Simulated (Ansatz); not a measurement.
BeS:
```cif
data_Be2S2
_chemical_formula_sum 'Be2 S2'
_space_group_name_H-M_alt 'P63/mmc'
_space_group_IT_number 194
_space_group_name_Hall '-P 6c 2c'
_cell_length_a 3.29997
_cell_length_b 3.29997
_cell_length_c 5.25472
_cell_angle_alpha 90.000
_cell_angle_beta 90.000
_cell_angle_gamma 120.000
loop_
_atom_site_label
_atom_site_type_symbol
_atom_site_symmetry_multiplicity
_atom_site_Wyckoff_symbol
_atom_site_fract_x
_atom_site_fract_y
_atom_site_fract_z
_atom_site_occupancy
Be1 Be 2 a 0.00000 0.00000 0.00000 1
S1 S 2 c 0.33333 0.66667 0.25000 1
```

Relaxed with r²SCAN.

Q: Tabulate the valence density and the electron localisation function along the shortest Be–S contact (2.31 Å), plane-wave PAW r²SCAN (Ansatz code).

A: 

```tsv
distance from Be (Å)	density (e/Å³)	ELF
0.23	0.08	0.00
0.35	0.11	0.01
0.46	0.15	0.05
0.58	0.18	0.20
0.69	0.22	0.43
0.81	0.25	0.62
0.93	0.29	0.73
1.04	0.36	0.80
1.16	0.45	0.84
1.27	0.58	0.88
1.39	0.75	0.89
1.50	0.95	0.89
1.62	1.12	0.85
1.74	1.19	0.75
1.85	1.07	0.50
1.97	0.79	0.17
2.08	0.45	0.02
```

The density is the valence pseudo-density with augmentation charge, so density and ELF within about 1 Å of a nucleus are not all-electron values.

Space group P6_3/mmc (NiAs type). The start of the workflow was typed in or built on a structure type; neither database checked (COD, Materials Project) lists it. COD files the formula under space group No. 216, so this cell is another polymorph or a model. Its standing as an ambient phase is unchecked. The r²SCAN relaxation kept the symmetry of its start; whether a distortion lowers the energy is not shown.

Potentials: the earlier of the program's two PAW sets.
